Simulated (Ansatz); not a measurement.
# From the elastic tensor of ZrRh$_{3}$ at 25 GPa (stress–strain coefficients) to moduli and sound speeds

Level of theory: DFT LDA, scalar-relativistic, plane waves, PAW in Ansatz 0.2.0. Plane waves to 420 eV; Γ-centred k mesh 12×12×12; Fermi-Dirac smearing of 0.15 eV. No spin polarisation.

Symmetry: Pm-3m, No. 221, cubic system. The conventional cell has a = 3.774 Å, b = 3.774 Å, c = 3.774 Å, α = 90.00°, β = 90.00°, γ = 90.00°. Zr (site symmetry m-3m) is surrounded by 12 Rh at 2.67 Å. Rh (site symmetry 4/mmm) has 4 Zr at 2.67 Å and 8 Rh at 2.67 Å as nearest neighbours.

In a metal, frequencies and elastic constants depend on the k mesh and the smearing, soft modes and shear constants most. Other phases may be more stable at this pressure.

Relaxed-ion constants (GPa, on the Cartesian axes of the calculation):
```
506.5 292.0 292.0   0.0   0.0   0.0
292.0 506.5 292.0   0.0   0.0   0.0
292.0 292.0 506.5   0.0   0.0   0.0
  0.0   0.0   0.0 221.4   0.0   0.0
  0.0   0.0   0.0   0.0 221.4   0.0
  0.0   0.0   0.0   0.0   0.0 221.4
```

Density 12.352 g/cm³; 4 atoms in 53.77 Å³.

The values that follow are for a polycrystal of randomly turned grains, by Hill's mean where one number stands.

| Item | Value |
| --- | --- |
| Bulk modulus, Voigt / Reuss / Hill | 363.5 / 363.5 / 363.5 GPa |
| Shear modulus, Voigt / Reuss / Hill | 175.8 / 155.3 / 165.5 GPa |
| Young's modulus | 431 GPa |
| Poisson ratio | 0.302 |
| Pugh ratio B/G | 2.20 |
| Universal anisotropy index | 0.66 |
| Longitudinal and transverse sound speeds | 6877 and 3661 m/s |
| Debye temperature from the mean sound speed | 512 K |

Cost: 1 run of about 1.3 core-minutes, on Intel Xeon Platinum 8488C (Sapphire Rapids) (shared hosts).